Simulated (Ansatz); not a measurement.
Theory: DFT PBE, scalar-relativistic, plane waves, PAW in Ansatz 0.2.0. All cells share a 420 eV cutoff and Γ-centred k meshes spaced at most about 0.3 Å⁻¹ (about 0.25 or finer for metals, 2π included). Collinear spin in cells that started with moments and kept them past the coarse steps, no spin elsewhere.

These are static total energies at zero pressure. All come from trial cells, and lower structures may exist.

Question: These unrelaxed guesses for Te₃WCl₂ are each relaxed within their symmetry. Order them by the energy at which they end, lowest first.
A.

```
Te W Cl
1.0
     4.08870    0.00000    0.00000
    -2.04435    3.54092    0.00000
     0.00000    0.00000    9.98019
Te W Cl
3 1 2
Cartesian
  0.0000 2.3606 1.7228
  2.0443 1.1803 8.2574
  0.0000 0.0000 4.9901
  0.0000 0.0000 0.0000
  0.0000 2.3606 6.6448
  2.0443 1.1803 3.3354
```

B.

```
Te W Cl
1.0
     4.87774    0.00000    0.00000
    -2.43887    4.22425    0.00000
     0.00000    0.00000    9.58139
Te W Cl
3 1 2
Direct
  0.66667 0.33333 0.50000
  0.00000 0.00000 0.00000
  0.00000 0.00000 0.50000
  0.66667 0.33333 0.00000
  0.33333 0.66667 0.24782
  0.33333 0.66667 0.75218
```

C.

```
Te W Cl
1.0
     5.10010    0.00000    0.00000
     0.00000    5.10010    0.00000
     0.00000    0.00000    7.64064
Te W Cl
3 1 2
Direct
  0.50000 0.00000 0.50000
  0.00000 0.50000 0.50000
  0.50000 0.50000 0.50000
  0.00000 0.00000 0.50000
  0.00000 0.00000 0.73524
  0.00000 0.00000 0.26476
```

D.

```
Te W Cl
1.0
     3.18946    1.84144    5.30169
    -3.18946    1.84144    5.30169
     0.00000   -3.68287    5.30169
Te W Cl
3 1 2
Cartesian
  -1.5947 -0.9207 5.3017
  0.0000 1.8414 5.3017
  1.5947 -0.9207 5.3017
  0.0000 0.0000 7.9525
  0.0000 0.0000 1.9569
  0.0000 0.0000 13.9481
```

Answer: C (ends in P4/mmm, 0 meV/atom), A (ends in P-3m1, 244 meV/atom), D (ends in R-3m, 256 meV/atom), B (ends in P-6m2, 0.56 eV/atom).

The k mesh leaves some 4 meV/atom of noise in the energy of each metallic cell. Weakly bound directions are ill-defined at this level, which has no dispersion term (P4/mmm, P-3m1, P-6m2), and this can change margins and order among such cells. These runs have no spin–orbit coupling, which can matter for Te and W. Another magnetic order may lie lower. Cells relaxed within their symmetry can be saddle points. Some structure types and database cells were kept out of the candidates from the start, so a known form may be missing.
